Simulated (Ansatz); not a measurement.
A geometry of Be away from equilibrium: the start of the relaxation of a relaxed Be cell displaced along its unstable phonon at q = Γ (76i cm⁻¹), largest move 0.15 Å. Computed with r2SCAN (plane waves to 500 eV, PAW, scalar-relativistic; Ansatz, a first-principles code). Γ-centred k-mesh 15×15×9 on the run's cell (coarser than for final values), Fermi–Dirac smearing 0.05 eV.

```xyz
4
Lattice="1.1033 -4.1471 0.0000 1.1033 4.1471 0.0000 0.0000 0.0000 3.5049" Properties=species:S:1:pos:R:3 pbc="T T T"
Be     0.9533     0.5420     0.8762
Be     1.0557    -2.7370     2.6287
Be     1.1509     2.7370     0.8762
Be     1.2533    -0.5420     2.6287
```

Which atoms carry the largest force, and which way does it point?

0.26 eV/Å, on Be2, Be3 (atoms numbered as listed); on Be3 its components are (0.01, -0.26, 0.00).

What is the pressure?

-0.4 GPa, compression positive.

How much energy per atom can still be gained by relaxing?

0.13 eV/atom; the path ends in P6₃/mmc (No. 194) (hcp (Mg type)).

No spin polarisation in the result.

The run could not lose the symmetry of its start.

Of the parent cell (Cmcm (No. 63)): it is a generated cell of Be: the first start was made by placing the elements on the sites of a structure type, and the end was not matched to a known phase here, so it may be hypothetical. Known forms of Be include space group No. 194.
